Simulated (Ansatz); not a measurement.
SrHfN2 in space group Pna2_1 (No. 33; Sr on 4a, Hf on 4a, N on 4a, N on 4a), r²SCAN (plane waves, PAW; program Ansatz). The conduction-band minimum lies at Γ, with 1 equivalent valley. Second derivatives d²E/dk² of the lowest band at one valley (eV·Å²), along Cartesian directions:

| direction | d²E/dk² |
|---|---|
| [100] | 17.76 |
| [010] | 18.32 |
| [001] | 19.58 |
| [110] | 18.04 |
| [101] | 18.67 |
| [011] | 18.95 |

Q: Find the principal effective masses, the density-of-states mass and the conductivity mass.

A: Off-diagonal terms follow from H_xy = H[110] − (H_xx + H_yy)/2, and m*/mₑ = 7.620 eV·Å² over each eigenvalue: 0.39, 0.42, 0.43. One valley's DOS mass (m₁m₂m₃)^(1/3) = 0.41, conductivity mass 3/(Σ 1/mᵢ) = 0.41 mₑ.

Q: What effective density of states Nc follows at 300 K for parabolic valleys?

A: Nc = 2.509e19 × 1 × (0.41)^(3/2) ≈ 6.6e18 cm⁻³.

The start of the workflow was typed in or built on a structure type; neither database checked (COD, Materials Project) lists it. Its standing as an ambient phase is unchecked. The r²SCAN relaxation kept the symmetry of its start; whether a distortion lowers the energy is not shown. The run is not spin-polarised. Scalar-relativistic: spin–orbit coupling is off unless named, which matters more the heavier the elements.

Potentials: the earlier of the program's two PAW sets.

Edges and masses are those of Kohn–Sham bands, whose gap is no quasiparticle gap.
